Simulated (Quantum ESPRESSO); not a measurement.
# Hf3TaO7N: one run as intended and one with a planted mistake

A calculation, not a measurement. The program is pw.x of Quantum ESPRESSO 7.5 (plane-wave density functional theory). The cell is made up: 12 atoms on a fluorite lattice, with randomly drawn elements, strain and displacements, not relaxed. PseudoDojo standard norm-conserving files (v0.5 for PBE, v0.4.1 for LDA and PBEsol) set the functional; there is no spin polarisation, spin-orbit coupling or dispersion term, and the masses in the input are unused placeholders.

The hafnium pseudopotential is less sure than the others, with forces about 3 percent (worst 6) and pressure in oxides about 1.5 GPa (worst 2.7) from a second method in checks, which no rerun with the same files tests.

Intended input:

```
&control calculation='scf', pseudo_dir='./dojo.nc.sr.pbe.v0_5.standard.upf', outdir='./o', disk_io='medium', tprnfor=.true., tstress=.true. /
&system ibrav=0, nat=12, ntyp=4, nbnd=54, ecutwfc=84.00895049, nosym=.true., tot_charge=0,
 occupations='smearing', smearing='fd', degauss=0.0018374661
/
&electrons conv_thr=7.350e-09, electron_maxstep=60, /
ATOMIC_SPECIES
Hf 1.0 Hf.upf
N 1.0 N.upf
O 1.0 O.upf
Ta 1.0 Ta.upf
CELL_PARAMETERS angstrom
5.2507 -0.0091 -0.0323
-0.0091 5.1439 -0.0075
-0.0323 -0.0075 5.1736
ATOMIC_POSITIONS angstrom
Hf -0.0923 0.0813 -0.0509
Hf 0.1536 2.6159 2.5712
Ta 2.6032 0.0735 2.4703
Hf 2.6012 2.472 -0.0342
O 1.3136 1.2343 1.3206
O 1.2588 1.2859 3.9566
O 1.2679 3.8599 1.2607
O 1.2792 3.8417 3.9195
N 4.0352 1.2463 1.1802
O 3.9034 1.2402 3.8976
O 4.0074 3.775 1.1911
O 3.9875 3.9277 3.9066
K_POINTS automatic
4 4 4 1 1 1
```

The log is shortened where brackets say so; the opening notice, blank lines, dates and the lines on written files are dropped, and the path of the files is cut. It prints rydbergs, bohrs and kilobars, and counts compression as positive stress. Where no state is partly filled, the Fermi energy that it prints is only some level between the filled and the empty states on the mesh, and need not lie in the true gap.

Log of the intended run:

```
     Program PWSCF v.7.5
     Parallel version (MPI & OpenMP), running on       1 processor cores
     Number of MPI processes:                 1
     Threads/MPI process:                     1
     [start-up lines left out]
     bravais-lattice index     =            0
     lattice parameter (alat)  =       9.9226  a.u.
     unit-cell volume          =     942.9317 (a.u.)^3
     number of atoms/cell      =           12
     number of atomic types    =            4
     number of electrons       =        96.00
     number of Kohn-Sham states=           54
     kinetic-energy cutoff     =      84.0090  Ry
     charge density cutoff     =     336.0358  Ry
     scf convergence threshold =      7.3E-09
     mixing beta               =       0.7000
     number of iterations used =            8  plain     mixing
     Exchange-correlation= PBE
                           (   1   4   3   4   0   0   0)
     [axes and pseudopotential details left out]
   Cartesian axes
     site n.     atom                  positions (alat units)
         1        Hf     tau(   1) = (  -0.0175782   0.0154833  -0.0096937  )
         2        Hf     tau(   2) = (   0.0292526   0.4981901   0.4896771  )
         3        Ta     tau(   3) = (   0.4957714   0.0139978   0.4704610  )
         4        Hf     tau(   4) = (   0.4953905   0.4707848  -0.0065133  )
         5        O      tau(   5) = (   0.2501711   0.2350686   0.2515042  )
         6        O      tau(   6) = (   0.2397346   0.2448957   0.7535222  )
         7        O      tau(   7) = (   0.2414676   0.7351060   0.2400964  )
         8        O      tau(   8) = (   0.2436197   0.7316399   0.7464567  )
         9        N      tau(   9) = (   0.7684914   0.2373540   0.2247654  )
        10        O      tau(  10) = (   0.7433905   0.2361923   0.7422859  )
        11        O      tau(  11) = (   0.7631969   0.7189371   0.2268413  )
        12        O      tau(  12) = (   0.7594070   0.7480183   0.7439999  )
     number of k points=    32  Fermi-Dirac smearing, width (Ry)=  0.0018
                       cart. coord. in units 2pi/alat
        k(    1) = (   0.1260108   0.1280072   0.1278377), wk =   0.0625000
        k(    2) = (   0.1275724   0.1283800   0.3815788), wk =   0.0625000
     [further k points left out]
     Dense  grid:    98137 G-vectors     FFT dimensions: (  60,  60,  60)
     Estimated max dynamical RAM per process >     172.45 MB
     Initial potential from superposition of free atoms
     starting charge      95.9935, renormalised to      96.0000
     Starting wfcs are   72 randomized atomic wfcs
     total cpu time spent up to now is       17.2 secs
     per-process dynamical memory:   105.6 Mb
     Self-consistent Calculation
     iteration #  1     ecut=    84.01 Ry     beta= 0.70
     Davidson diagonalization with overlap
     ethr =  1.00E-02,  avg # of iterations =  2.0
     total cpu time spent up to now is       54.1 secs
     total energy              =    -719.43268354 Ry
     estimated scf accuracy    <       5.49187663 Ry
     iteration #  2     ecut=    84.01 Ry     beta= 0.70
     Davidson diagonalization with overlap
     ethr =  5.72E-03,  avg # of iterations =  5.8
     total cpu time spent up to now is      111.5 secs
     total energy              =    -716.77398457 Ry
     estimated scf accuracy    <      31.10139227 Ry
     [iterations 3 to 14 left out]
     iteration # 15     ecut=    84.01 Ry     beta= 0.70
     Davidson diagonalization with overlap
     ethr =  1.09E-10,  avg # of iterations =  4.1
     total cpu time spent up to now is      787.5 secs
     total energy              =    -722.27064794 Ry
     estimated scf accuracy    <       0.00000001 Ry
     iteration # 16     ecut=    84.01 Ry     beta= 0.70
     Davidson diagonalization with overlap
     ethr =  1.12E-11,  avg # of iterations =  4.3
     total cpu time spent up to now is      851.1 secs
     End of self-consistent calculation
     [lines on levels left out]
     the Fermi energy is    12.9413 ev
!    total energy              =    -722.27064794 Ry
     estimated scf accuracy    <          3.7E-09 Ry
     smearing contrib. (-TS)   =      -0.00000000 Ry
     internal energy E=F+TS    =    -722.27064794 Ry
     The total energy is F=E-TS. E is the sum of the following terms:
     one-electron contribution =    -125.66457712 Ry
     hartree contribution      =     116.22155857 Ry
     xc contribution           =    -179.72577833 Ry
     ewald contribution        =    -533.10185107 Ry
     convergence has been achieved in  16 iterations
     Forces acting on atoms (cartesian axes, Ry/au):
     atom    1 type  1   force =    -0.01853647   -0.06164929    0.02333435
     atom    2 type  1   force =    -0.08221524    0.02699239   -0.01052894
     atom    3 type  4   force =     0.10889559    0.00684961   -0.05130084
     atom    4 type  1   force =     0.07480835    0.03822558    0.02434848
     atom    5 type  3   force =     0.05883266    0.00704712    0.04561274
     atom    6 type  3   force =     0.02777198   -0.01589267   -0.05696577
     atom    7 type  3   force =     0.06112072    0.00473005    0.04744317
     atom    8 type  3   force =     0.04687857    0.00044045   -0.04923238
     atom    9 type  2   force =    -0.11212546   -0.02708052    0.11269815
     atom   10 type  3   force =    -0.05910032    0.03267801   -0.07624594
     atom   11 type  3   force =    -0.05715263    0.02129448    0.06064417
     atom   12 type  3   force =    -0.04917774   -0.03363521   -0.06980719
     Total force =     0.327363     Total SCF correction =     0.000150
     Computing stress (Cartesian axis) and pressure
          total   stress  (Ry/bohr**3)                   (kbar)     P=     -128.23
  -0.00124041  -0.00012054   0.00013541         -182.47      -17.73       19.92
  -0.00012054  -0.00059076   0.00012222          -17.73      -86.90       17.98
   0.00013541   0.00012222  -0.00078393           19.92       17.98     -115.32
     init_run     :     14.99s CPU     17.01s WALL (       1 calls)
     electrons    :    798.27s CPU    833.94s WALL (       1 calls)
     forces       :     12.31s CPU     12.43s WALL (       1 calls)
     stress       :     44.45s CPU     46.15s WALL (       1 calls)
     [timing details left out]
     PWSCF        :  14m30.32s CPU  15m10.47s WALL
     JOB DONE.
```

A second run has one planted mistake: the cell has the wrong charge. The input lines that differ, file-writing options aside:

```
- &system ibrav=0, nat=12, ntyp=4, nbnd=54, ecutwfc=84.00895049, nosym=.true., tot_charge=0,
+ &system ibrav=0, nat=12, ntyp=4, nbnd=55, ecutwfc=84.00895049, nosym=.true., tot_charge=-1,
```

Its log:

```
     Program PWSCF v.7.5
     Parallel version (MPI & OpenMP), running on       1 processor cores
     Number of MPI processes:                 1
     Threads/MPI process:                     1
     [start-up lines left out]
     bravais-lattice index     =            0
     lattice parameter (alat)  =       9.9226  a.u.
     unit-cell volume          =     942.9317 (a.u.)^3
     number of atoms/cell      =           12
     number of atomic types    =            4
     number of electrons       =        97.00
     number of Kohn-Sham states=           55
     kinetic-energy cutoff     =      84.0090  Ry
     charge density cutoff     =     336.0358  Ry
     scf convergence threshold =      7.3E-09
     mixing beta               =       0.7000
     number of iterations used =            8  plain     mixing
     Exchange-correlation= PBE
                           (   1   4   3   4   0   0   0)
     [axes and pseudopotential details left out]
   Cartesian axes
     site n.     atom                  positions (alat units)
         1        Hf     tau(   1) = (  -0.0175782   0.0154833  -0.0096937  )
         2        Hf     tau(   2) = (   0.0292526   0.4981901   0.4896771  )
         3        Ta     tau(   3) = (   0.4957714   0.0139978   0.4704610  )
         4        Hf     tau(   4) = (   0.4953905   0.4707848  -0.0065133  )
         5        O      tau(   5) = (   0.2501711   0.2350686   0.2515042  )
         6        O      tau(   6) = (   0.2397346   0.2448957   0.7535222  )
         7        O      tau(   7) = (   0.2414676   0.7351060   0.2400964  )
         8        O      tau(   8) = (   0.2436197   0.7316399   0.7464567  )
         9        N      tau(   9) = (   0.7684914   0.2373540   0.2247654  )
        10        O      tau(  10) = (   0.7433905   0.2361923   0.7422859  )
        11        O      tau(  11) = (   0.7631969   0.7189371   0.2268413  )
        12        O      tau(  12) = (   0.7594070   0.7480183   0.7439999  )
     number of k points=    32  Fermi-Dirac smearing, width (Ry)=  0.0018
                       cart. coord. in units 2pi/alat
        k(    1) = (   0.1260108   0.1280072   0.1278377), wk =   0.0625000
        k(    2) = (   0.1275724   0.1283800   0.3815788), wk =   0.0625000
     [further k points left out]
     Dense  grid:    98137 G-vectors     FFT dimensions: (  60,  60,  60)
     Estimated max dynamical RAM per process >     173.41 MB
     Initial potential from superposition of free atoms
     starting charge      95.9935, renormalised to      97.0000
     Starting wfcs are   72 randomized atomic wfcs
     total cpu time spent up to now is       29.0 secs
     per-process dynamical memory:   105.8 Mb
     Self-consistent Calculation
     iteration #  1     ecut=    84.01 Ry     beta= 0.70
     Davidson diagonalization with overlap
     ethr =  1.00E-02,  avg # of iterations =  2.0
     total cpu time spent up to now is       76.2 secs
     total energy              =    -718.83409576 Ry
     estimated scf accuracy    <       4.66995043 Ry
     iteration #  2     ecut=    84.01 Ry     beta= 0.70
     Davidson diagonalization with overlap
     ethr =  4.81E-03,  avg # of iterations =  6.1
     total cpu time spent up to now is      143.5 secs
     total energy              =    -716.78639978 Ry
     estimated scf accuracy    <      23.22570224 Ry
     [iterations 3 to 14 left out]
     iteration # 15     ecut=    84.01 Ry     beta= 0.70
     Davidson diagonalization with overlap
     ethr =  7.81E-11,  avg # of iterations =  5.0
     total cpu time spent up to now is      776.3 secs
     total energy              =    -721.24615657 Ry
     estimated scf accuracy    <       0.00000002 Ry
     iteration # 16     ecut=    84.01 Ry     beta= 0.70
     Davidson diagonalization with overlap
     ethr =  1.55E-11,  avg # of iterations =  3.2
     total cpu time spent up to now is      822.2 secs
     End of self-consistent calculation
     [lines on levels left out]
     the Fermi energy is    14.3333 ev
!    total energy              =    -721.24615657 Ry
     estimated scf accuracy    <          4.4E-09 Ry
     smearing contrib. (-TS)   =      -0.00131921 Ry
     internal energy E=F+TS    =    -721.24483736 Ry
     The total energy is F=E-TS. E is the sum of the following terms:
     one-electron contribution =    -124.37904575 Ry
     hartree contribution      =     117.01169619 Ry
     xc contribution           =    -180.77563674 Ry
     ewald contribution        =    -533.10185107 Ry
     convergence has been achieved in  16 iterations
     Forces acting on atoms (cartesian axes, Ry/au):
     atom    1 type  1   force =    -0.02833629   -0.04451429    0.03813034
     atom    2 type  1   force =    -0.07551612    0.01702430   -0.02485353
     atom    3 type  4   force =     0.09928867   -0.01546291   -0.01735513
     atom    4 type  1   force =     0.08306400    0.02269381    0.03661109
     atom    5 type  3   force =     0.03139807    0.02312792    0.01579570
     atom    6 type  3   force =     0.01132815   -0.01013898   -0.04297308
     atom    7 type  3   force =     0.04042895   -0.00496270    0.02899347
     atom    8 type  3   force =     0.03413654   -0.00159777   -0.03709435
     atom    9 type  2   force =    -0.07565591   -0.00746719    0.07896046
     atom   10 type  3   force =    -0.03969985    0.04012150   -0.06685696
     atom   11 type  3   force =    -0.04349013    0.02130684    0.04993326
     atom   12 type  3   force =    -0.03694609   -0.04013052   -0.05929127
     Total force =     0.264374     Total SCF correction =     0.000096
     Computing stress (Cartesian axis) and pressure
          total   stress  (Ry/bohr**3)                   (kbar)     P=       85.28
   0.00029715  -0.00006110   0.00013142           43.71       -8.99       19.33
  -0.00006110   0.00073090   0.00005868           -8.99      107.52        8.63
   0.00013142   0.00005868   0.00071114           19.33        8.63      104.61
     init_run     :     26.21s CPU     28.74s WALL (       1 calls)
     electrons    :    762.36s CPU    793.24s WALL (       1 calls)
     forces       :     10.76s CPU     10.85s WALL (       1 calls)
     stress       :     38.92s CPU     40.22s WALL (       1 calls)
     [timing details left out]
     PWSCF        :  13m58.64s CPU  14m35.65s WALL
     JOB DONE.
```

|  | intended run | run with the mistake |
| --- | --- | --- |
| free energy (eV) | -9826.993 | -9813.054 |
| smearing term -TS (eV) | 0.0000 | -0.0179 |
| pressure (GPa) | -12.82 | 8.53 |
| largest force component (eV/Å) | 2.898 | 2.553 |
| largest change of a force component (eV/Å) |  | 0.938 |
| iterations | 16 | 16 |

For scale, a rerun of the intended cell at 1437 eV and a 6 x 6 x 6 mesh moved values by no more than 0.002 eV in energy, 0.04 GPa in stress and 0.008 eV/Å in force. The charged cell sits in a uniform background, so its energy and stress rest on the program's zero of potential. The number of bands, nbnd, was set by rule from the electron count and the smearing, so it follows the mistake.